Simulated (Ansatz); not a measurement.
Au (diamond type), DFT, LDA, all-electron LAPW, scalar-relativistic (Ansatz 0.2.0), on 1 thread of Arm Neoverse V2 (shared host).

Command: `ansatz run input.yaml --threads 1 --pin off --max-ram 2048MiB --backend cpu --events-out ev --progress --plain --runs-dir out`

```yaml
crystal:
  lattice:
    - [0.0, 2.6165995784, 2.6165995784]
    - [2.6165995784, 0.0, 2.6165995784]
    - [2.6165995784, 2.6165995784, 0.0]
  atoms:
    - { symbol: Au, position: [-0.125, -0.125, -0.125] }
    - { symbol: Au, position: [0.125, 0.125, 0.125] }
kpoints:
  mp_grid: { grid: [12, 12, 12] }
  band_path:
    path:
      - [0.0, 0.0, 0.0]
      - [0.5, 0.0, 0.5]
      - [0.625, 0.25, 0.625]
      - [0.375, 0.375, 0.75]
      - [0.0, 0.0, 0.0]
      - [0.5, 0.5, 0.5]
      - [0.5, 0.25, 0.75]
      - [0.5, 0.0, 0.5]
    npoints: 8
scf:
  occupations: { method: fermi_dirac, width: 0.1 }
hamiltonian:
  xc: lda
  pseudopotentials: { kind: all_electron, lapw: { basis_error: 0.001 } }
output:
  forces: true
  stress: true
  eigenvalues: true
  populations: true
  dos: { projected: true, de: 0.2, e_range: [-14, 8] }
```

(1) How large is the problem that the program sets up?

(2) About how long does it take, and how much memory?

## Answers

(1) 72 irreducible k-points, 725 plane waves at Γ, 59 bands.

(2) 76 s of wall time for 6 SCF iterations, with a peak of 0.61 GiB. Times on shared machines scatter by tens of per cent.
